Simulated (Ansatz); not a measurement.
Relaxed-ion elastic tensor of TiCo (CsCl type, space group No. 221) in GPa (Voigt order), the program Ansatz at the PBEsol level (PAW); density 6.99 g/cm³, 12.69 Å³ per atom.

|  | 1 | 2 | 3 | 4 | 5 | 6 |
|---|---|---|---|---|---|---|
| 1 | 234 | 154 | 154 | 0.0 | 0.0 | 0.0 |
| 2 | 154 | 234 | 154 | 0.0 | 0.0 | 0.0 |
| 3 | 154 | 154 | 234 | 0.0 | 0.0 | 0.0 |
| 4 | 0.0 | 0.0 | 0.0 | 64.6 | 0.0 | 0.0 |
| 5 | 0.0 | 0.0 | 0.0 | 0.0 | 64.6 | 0.0 |
| 6 | 0.0 | 0.0 | 0.0 | 0.0 | 0.0 | 64.6 |

Problem. Is the crystal mechanically stable?

Solution. Yes: the smallest eigenvalue of C is 64.6 GPa.

Problem. Work out the Voigt, Reuss and Hill averages.

Solution. K_V = 181, K_R = 181, K_H = 181; G_V = 54.9, G_R = 52.0, G_H = 53.4 GPa.

Problem. Give Young's modulus, Poisson's ratio, Pugh's ratio and the universal anisotropy index.

Solution. E = 9KG/(3K + G) = 146 GPa; ν = 0.37; K/G = 3.38 (ductile by the Pugh limit of 1.75); A_U = 5G_V/G_R + K_V/K_R − 6 = 0.27.

Problem. Estimate the sound speeds and the Debye temperature.

Solution. v_l = √((K + 4G/3)/ρ) = 6000 m/s, v_t = √(G/ρ) = 2760 m/s, mean 3120 m/s; Θ = (h/k)(3n/4πV)^(1/3) v_m = 398 K.

Problem. Give the Zener ratio and Young's modulus along [100], [110] and [111].

Solution. A = 2C44/(C11 − C12) = 1.61; 1/E = S11 − 2(S11 − S12 − S44/2)Γ with Γ = 0, 1/4, 1/3 gives 112, 153, 173 GPa.

Problem. Solve the Christoffel equation for the three sound speeds along [100], [110], [111].

Solution. Eigenvalues of C_ijkl n_j n_l equal ρv². In km/s, slowest first: [100] 3.04, 3.04, 5.79; [110] 2.40, 3.04, 6.08; [111] 2.63, 2.63, 6.18.

Space group Pm-3m (CsCl type). The PBEsol relaxation kept the symmetry of its start. Magnetic state: ferromagnetic, chosen from 3 collinear starts compared on coarse meshes (ties went to the first, and starts can fall back to one state), not a proven ground state. As this level gives no gap, shear constants depend on the k-mesh and smearing (Fermi–Dirac, 0.1 eV here).

Potentials: the later of the program's two PAW sets.
